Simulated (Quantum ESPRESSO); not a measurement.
## Electric field gradients in TiO$_{2}$

```
CELL_PARAMETERS angstrom
      4.59220     0.00000     0.00000
      0.00000     4.59220     0.00000
      0.00000     0.00000     2.95740
ATOMIC_POSITIONS crystal
  Ti 0.00000 0.00000 0.00000
  Ti 0.50000 0.50000 0.50000
  O  0.30416 0.30416 0.00000
  O  0.19584 0.80416 0.50000
  O  0.69584 0.69584 0.00000
  O  0.80416 0.19584 0.50000
```
The cell was made here from an entry of the Crystallography Open Database (unchecked): atoms relaxed with PBE in the measured cell (PBE without dispersion, pw.x of a modified build of Quantum ESPRESSO, symmetry kept).  Stability against distortions was not tested. The run has no spin polarisation.

Principal values are ordered |Vxx| ≤ |Vyy| ≤ |Vzz|, η = (Vxx − Vyy)/Vzz, and C_Q = eQVzz/h is given by its size. Cores are frozen. Against all-electron runs on small test molecules, this scheme's |Vzz| missed by −2 to +6 % on O. Ti had no test against all-electron runs. Where η passes 0.9 the sign of Vzz means little.

Quadrupole moments taken as inputs (sizes, barn, from the tables of PySCF and pymatgen): ⁴⁷Ti 0.302, ¹⁷O 0.0256.

**Question.** What do the calculations give at each independent site (field gradients by PBE PAW (JTH datasets; density from pw.x of Quantum ESPRESSO, gradients reconstructed from it by a script), 22.5 Ha, k-mesh 5×5×8 through Γ)?

**Answer.** 
```
site                  site symmetry  Vzz (a.u.)   η_Q  ∣C_Q∣ (MHz)
--------------------  -------------  ----------  ----  -----------
Ti (atoms 1, 2)                 mmm      -0.224  0.11  15.9 (⁴⁷Ti)
O (atoms 3, 4, 5, 6)            m2m       0.237  0.97   1.43 (¹⁷O)
```
